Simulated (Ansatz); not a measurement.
Pb₂O: how the free axis answers a strain

Pb₂O, Pn-3m, a = 5.475 Å. The structure is a COD entry; whether it is the stable form wasn't checked. Ansatz: PBE, PAW, 420 eV, Γ-centred 8×8×8 mesh on 6 atoms, Gaussian smearing 0.10 eV; no spin polarisation. Series: biaxial strain in the a-b plane, c and atoms relaxed; x is the strain in per cent. y is the change of c in per cent of 5.475 Å.

| x (%) | y (%) |
| --- | --- |
| -4.5 | ? |
| -3.0 | 4.84 |
| -1.5 | 2.40 |
| 0.0 | 0.00 |
| 1.5 | -2.38 |
| 3.0 | -4.75 |
| 4.5 | -7.11 |

**Question.** Fit y = c1 x + c2 x² to the other rows, say what c1 measures, and predict the missing y.

**Answer.** Least squares on the rows shown. y = −1.598 x + 0.004347 x². With no stress along c, c1 = −2C12/C11 = -1.598. At −2 the volume would not change at all; a value this near to it means that the crystal resists a change of volume much more than one of shape. At x = -4.5 the fit asked for gives 7.28 %. The run gave 7.36 %, so the fit is 0.08 % too low, 0.55 % of the span of the series, against an rms of 0.007 % on the fitted rows. The row lies outside the fitted range. With a term in x³ added, a fit to the same known rows predicts 7.32 %, which recovers part of the miss; the known rows don't hold the rest.

Spin–orbit coupling is left out, which can shift energies with elements as heavy as these.

Cost: 7 runs of about 24 core-minutes in all, on Arm Neoverse V1 (shared hosts).